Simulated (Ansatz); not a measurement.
The elements of this relaxed trial crystal are hidden behind letters.

```
lattice vectors (Å)
   4.0652    0.0000    0.0000
   0.0000    4.0652    0.0000
   0.0000    0.0000    9.5274
fractional positions
X 0.0000 0.5000 0.6381
X 0.5000 0.0000 0.3619
Z 0.0000 0.0000 0.0000
Q 0.5000 0.5000 0.0000
Q 0.0000 0.5000 0.2398
Q 0.5000 0.0000 0.7602
```

Theory: DFT PBE, scalar-relativistic, plane waves, PAW in Ansatz. Plane waves to 420 eV, a 10×10×4 mesh through Γ for the 6-atom cell and 0.10 eV Gaussian smearing; no spin polarisation.

- Space group: P-4m2 (No. 115)
- Conventional cell: a = 4.065 Å, c = 9.527 Å
- Volume per atom: 26.24 Å³
- Density: 5.21 g/cm³
- Energy over the elements: −0.71 eV/atom
- Gap on the 10×10×4 mesh of the 6-atom cell: 0 eV (a metal)

Energies are uncorrected and count from the elements' standard states at the same level.

Question: X is an s-block element of period 4, Z is a d-block element of period 6 and Q is a p-block element of period 4. Which elements are they?

Answer: X = K, Z = Hf, Q = Se, so the formula is K2HfSe3. Density times volume gives a mean mass of 5.21 × 26.24/1.6605 = 82.3 u per atom, and this set has 82.3 u. K is surrounded by 4 Se at 3.10 Å, 1 Se at 3.79 Å, 8 K at 3.90–4.07 Å, 2 Hf at 4.00 Å and 2 Se at 4.00 Å; Hf has 4 Se at 2.87 Å, 4 Se at 3.06 Å and 4 K at 4.00 Å; Se on a site of symmetry -4m2 is surrounded by 4 Hf at 2.87 Å and 4 Se at 3.06 Å; 1 more site not described. Other sets within the hints have nearly the same mass, so mass alone doesn't settle it; this one was computed.

These runs have no spin–orbit coupling, which can matter for Hf. Symmetry constrained the relaxation, so the result can be a saddle point. Another cell of K2HfSe3 relaxed alike, in P-3m1, lies 96 meV/atom lower, so this cell isn't the stable form at this level.
